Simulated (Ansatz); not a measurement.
Consider the following.

NaCl3:
```
CELL_PARAMETERS angstrom
      5.46085     0.00000     0.00000
      0.00000     5.46085     0.00000
      0.00000     0.00000     5.46085
ATOMIC_POSITIONS crystal
  Na 0.50000 0.50000 0.50000
  Na 0.00000 0.00000 0.00000
  Cl 0.50000 0.00000 0.75000
  Cl 0.50000 0.00000 0.25000
  Cl 0.75000 0.50000 0.00000
  Cl 0.25000 0.50000 0.00000
  Cl 0.00000 0.75000 0.50000
  Cl 0.00000 0.25000 0.50000
```

This is the r²SCAN-relaxed structure.

Question: All from DFT-r²SCAN in the program Ansatz with PAW potentials, unless another level is named. Predict the electronic character.

Answer: metallic (no gap).

Question: Predict the density of states at the Fermi level.

Answer: 0.48 states/eV per atom (mean over ±0.08 eV).

Question: And the formation energy from the elements (no fitted shifts)?

Answer: -0.71 eV/atom.

Space group Pm-3n (A15 (Cr3Si type)). The workflow started from a Materials Project entry (that database holds measured and hypothetical structures alike); the Crystallography Open Database copy checked does not list it. Its standing as an ambient phase is unchecked. Symmetry was held in the r²SCAN relaxation. At this level the phase is dynamically unstable (imaginary phonons). The references are the lowest solids computed at this level, not always the standard phases (solids in place of the gases).

Potentials: the earlier of the program's two PAW sets.
